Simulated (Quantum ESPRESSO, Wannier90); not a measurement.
# Li₃Ga₂ (R-3m), plane waves to Wannier functions

Structure: Materials Project mp-9568, symmetrised, not relaxed again. COD (Crystallography Open Database) has an entry of this formula and space group (matched by these alone). Level: PBEsol, no spin polarisation, no spin-orbit coupling; pw.x of Quantum ESPRESSO at 64 Ry with PseudoDojo potentials, 6×6×6 k-points, Wannier90. Density: 12×12×12 mesh, cold smearing 0.01 Ry.

On the energy scale of pw.x, whose zero is arbitrary, the Fermi level lies at 6.91 eV.

Input w.win:

```
num_bands = 1
num_wann = 1
exclude_bands = 2-44
num_iter = 1000
conv_tol = 1.0e-6
conv_window = 4
write_hr = true
write_u_matrices = true
auto_projections = true
begin unit_cell_cart
ang
   -2.1557951146    3.7339466692    0.0000000000
   -4.3115902292    0.0000000000    0.0000000000
   -2.1557951146    1.2446488897    4.5654000000
end unit_cell_cart
begin atoms_frac
Li   0.4042570000  0.4042570000 -0.2127710000
Li  -0.4042570000 -0.4042570000  0.2127710000
Li   0.0000000000  0.0000000000  0.0000000000
Ga  -0.2000500000 -0.2000500000 -0.3998500000
Ga   0.2000500000  0.2000500000  0.3998500000
end atoms_frac
mp_grid = 6 6 6
begin kpoints
0.0000000000 0.0000000000 0.0000000000
0.0000000000 0.0000000000 0.1666666667
0.0000000000 0.0000000000 0.3333333333
... (213 more lines: the 6x6x6 mesh through Gamma)
end kpoints
```

Input of pw2wannier90.x that gives the overlap and projection files (equivalent; here they were cut from one run over all bands):

```
&inputpp
  outdir = './out'
  prefix = 'pwscf'
  seedname = 'w'
  write_amn = .true.
  write_mmn = .true.
  scdm_proj = .true.
  scdm_entanglement = 'isolated'
/
```

Output w.wout (banner and timings cut):

```
                                    ------
                                    SYSTEM
                                    ------

                              Lattice Vectors (Ang)
                    a_1    -2.155795   3.733947   0.000000
                    a_2    -4.311590   0.000000   0.000000
                    a_3    -2.155795   1.244649   4.565400

                   Unit Cell Volume:      73.49951  (Ang^3)

                        Reciprocal-Space Vectors (Ang^-1)
                    b_1     0.000000   1.682720  -0.458754
                    b_2    -1.457278  -0.841360  -0.458754
                    b_3     0.000000   0.000000   1.376262

 *----------------------------------------------------------------------------*
 |   Site       Fractional Coordinate          Cartesian Coordinate (Ang)     |
 +----------------------------------------------------------------------------+
 | li   1   0.40426   0.40426  -0.21277   |   -2.15580   1.24465  -0.97138    |
 | li   2  -0.40426  -0.40426   0.21277   |    2.15580  -1.24465   0.97138    |
 | li   3   0.00000   0.00000   0.00000   |   -0.00000   0.00000   0.00000    |
 | ga   1  -0.20005  -0.20005  -0.39985   |    2.15580  -1.24465  -1.82548    |
 | ga   2   0.20005   0.20005   0.39985   |   -2.15580   1.24465   1.82548    |
 *----------------------------------------------------------------------------*
                                ------------
                                K-POINT GRID
                                ------------

             Grid size =  6 x  6 x  6      Total points =  216

 *---------------------------------- MAIN ------------------------------------*
 |  Number of Wannier Functions               :                 1             |
 |  Number of Objective Wannier Functions     :                 1             |
 |  Number of input Bloch states              :                 1             |
 |  Output verbosity (1=low, 5=high)          :                 1             |
 |  Timing Level (1=low, 5=high)              :                 1             |
 |  Optimisation (0=memory, 3=speed)          :                 3             |
 |  Length Unit                               :               Ang             |
 |  Post-processing setup (write *.nnkp)      :                 F             |
 |  Using Gamma-only branch of algorithms     :                 F             |
 *----------------------------------------------------------------------------*
 *------------------------------- WANNIERISE ---------------------------------*
 |  Total number of iterations                :              1000             |
 |  Number of CG steps before reset           :                 5             |
 |  Trial step length for line search         :             2.000             |
 |  Convergence tolerence                     :         0.100E-05             |
 |  Convergence window                        :                 4             |
 |  Iterations between writing output         :                 1             |
 |  Iterations between backing up to disk     :               100             |
 |  Write r^2_nm to file                      :                 F             |
 |  Write xyz WF centres to file              :                 F             |
 |  Write on-site energies <0n|H|0n> to file  :                 F             |
 |  Use guiding centre to control phases      :                 F             |
 |  Use phases for initial projections        :                 F             |
 *----------------------------------------------------------------------------*
 *-------------------------------- PLOTTING ----------------------------------*
 |  Plotting Hamiltonian in WF basis          :                 T             |
 *----------------------------------------------------------------------------*

 *---------------------------------- K-MESH ----------------------------------*
 +----------------------------------------------------------------------------+
 |                    Distance to Nearest-Neighbour Shells                    |
 |                    ------------------------------------                    |
 |          Shell             Distance (Ang^-1)          Multiplicity         |
 |          -----             -----------------          ------------         |
 |             1                   0.229377                      2            |
 |             2                   0.290689                      6            |
 |             3                   0.319434                      6            |
 |             4                   0.414957                      6            |
 |             5                   0.458754                      2            |
 |             6                   0.474134                      6            |
 |             7                   0.485759                      6            |
 |             8                   0.537193                     12            |
       ... (lines left out)
 +----------------------------------------------------------------------------+
 | The b-vectors are chosen automatically                                     |
 | The following shells are used:                       1,  2                 |
 +----------------------------------------------------------------------------+
 |                        Shell   # Nearest-Neighbours                        |
 |                        -----   --------------------                        |
 |                          1               2                                 |
 |                          2               6                                 |
 +----------------------------------------------------------------------------+
 | Completeness relation is fully satisfied [Eq. (B1), PRB 56, 12847 (1997)]  |
 +----------------------------------------------------------------------------+
 |                  b_k Vectors (Ang^-1) and Weights (Ang^2)                  |
 |                  ----------------------------------------                  |
 |            No.         b_k(x)      b_k(y)      b_k(z)        w_b           |
 |            ---        --------------------------------     --------        |
 |             1         0.000000    0.000000    0.229377     8.090556        |
 |             2         0.000000    0.000000   -0.229377     8.090556        |
 |             3        -0.242880   -0.140227   -0.076459     4.237969        |
 |             4         0.000000    0.280453   -0.076459     4.237969        |
 |             5        -0.242880    0.140227    0.076459     4.237969        |
 |             6         0.242880    0.140227    0.076459     4.237969        |
 |             7         0.000000   -0.280453    0.076459     4.237969        |
 |             8         0.242880   -0.140227   -0.076459     4.237969        |
 +----------------------------------------------------------------------------+
 |                           b_k Directions (Ang^-1)                          |
 |                           -----------------------                          |
 |            No.           x           y           z                         |
 |            ---        --------------------------------                     |
 |             1         0.000000    0.000000    0.229377                     |
 |             2        -0.242880   -0.140227   -0.076459                     |
 |             3         0.000000    0.280453   -0.076459                     |
 |             4        -0.242880    0.140227    0.076459                     |
 +----------------------------------------------------------------------------+

 Starting a new Wannier90 calculation ...

 Reading overlaps from w.mmn

 Reading projections from w.amn

 *------------------------------- WANNIERISE ---------------------------------*
 +--------------------------------------------------------------------+<-- CONV
 | Iter  Delta Spread     RMS Gradient      Spread (Ang^2)            |<-- CONV
 +--------------------------------------------------------------------+<-- CONV

 ------------------------------------------------------------------------------
 Initial State
  WF centre and spread    1  (  0.000000, -0.000000,  0.000000 )     0.18824671
  Sum of centres and spreads (  0.000000, -0.000000,  0.000000 )     0.18824671

      0     0.188E+00     0.0000000000        0.1882467091  <-- CONV
        O_D=      0.0000000 O_OD=      0.0000000 O_TOT=      0.1882467 <-- SPRD
 ------------------------------------------------------------------------------
      1     0.000E+00     0.0000000091        0.1882467091  <-- CONV
        O_D=      0.0000000 O_OD=      0.0000000 O_TOT=      0.1882467 <-- SPRD
      2     0.000E+00     0.0000000090        0.1882467091  <-- CONV
        O_D=      0.0000000 O_OD=      0.0000000 O_TOT=      0.1882467 <-- SPRD
      3     0.000E+00     0.0000000089        0.1882467091  <-- CONV
        O_D=      0.0000000 O_OD=      0.0000000 O_TOT=      0.1882467 <-- SPRD
      4    -0.278E-16     0.0000000088        0.1882467091  <-- CONV
        O_D=      0.0000000 O_OD=      0.0000000 O_TOT=      0.1882467 <-- SPRD
             <<<     Delta < 1.000E-06  over  4 iterations     >>>
             <<< Wannierisation convergence criteria satisfied >>>
 Final State
  WF centre and spread    1  (  0.000000, -0.000000,  0.000000 )     0.18824671
  Sum of centres and spreads (  0.000000, -0.000000,  0.000000 )     0.18824671

         Spreads (Ang^2)       Omega I      =     0.188246709
        ================       Omega D      =     0.000000000
                               Omega OD     =     0.000000000
    Final Spread (Ang^2)       Omega Total  =     0.188246709
```
